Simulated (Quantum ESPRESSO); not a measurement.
AsSiO3F3, convergence and cost over cutoff and k mesh

Simulated, not a measurement. The program is pw.x of Quantum ESPRESSO 7.5 (plane-wave density functional theory). The cell is made up: 8 atoms on a quartz lattice with one site empty, with randomly drawn elements, strain and displacements, not relaxed. PseudoDojo standard norm-conserving files (v0.5 for PBE, v0.4.1 for LDA and PBEsol) set the functional; there is no spin polarisation, spin-orbit coupling or dispersion term, and the masses in the input are unused placeholders.

Input of the run in row 2:

```
&control calculation='scf', pseudo_dir='./dojo.nc.sr.pbe.v0_5.standard.upf', outdir='./o', disk_io='low', tprnfor=.true., tstress=.true. /
&system ibrav=0, nat=8, ntyp=4, nbnd=35, ecutwfc=84.00895049, nosym=.true., tot_charge=0,
 occupations='smearing', smearing='fd', degauss=0.0018374661
/
&electrons conv_thr=7.350e-09, electron_maxstep=60, /
ATOMIC_SPECIES
As 1.0 As.upf
F 1.0 F.upf
O 1.0 O.upf
Si 1.0 Si.upf
CELL_PARAMETERS angstrom
5.0245 -0.005 -0.0268
-2.5166 4.3288 -0.0654
-0.0296 -0.1005 5.5996
ATOMIC_POSITIONS angstrom
As 2.2743 -0.0204 3.6599
Si 1.3962 2.321 -0.0272
O 1.3947 1.1633 4.4386
O 3.2282 0.3882 2.5607
F 2.8585 2.5421 0.5803
F 0.258 1.8284 1.2408
O -1.1377 3.0188 3.1608
F 0.8691 3.6731 4.8008
K_POINTS automatic
5 5 4 1 1 1
```

The same cell was run at these settings. Meshes are shifted by half a step, and differences are from the last row, which is itself not exact.

```
cutoff (eV)     k mesh  k points solved  threshold (eV)  free energy less the last row's (eV)  pressure (GPa)  largest stress difference (GPa)  largest force difference (eV/Å)  iterations  wall time (s)  k-point pools                  processor
        800  2 x 2 x 2                4           1e-04                                 3.707          -30.63                            40.48                            0.208           9             16              4  Intel Xeon, 2023 or later
       1143  5 x 5 x 4               50           1e-07                                 0.003            9.71                             0.02                            0.001          13            136              4  Intel Xeon, 2023 or later
       1437  7 x 7 x 6              147           1e-07                                 0.000            9.73                             0.00                            0.000          13            397              4  Intel Xeon, 2023 or later
```

Each pool is one process. Wall times include start-up and a band step at six k points, which weighs most on the coarsest meshes. The runs were on shared virtual cores whose load varied, so times are rough.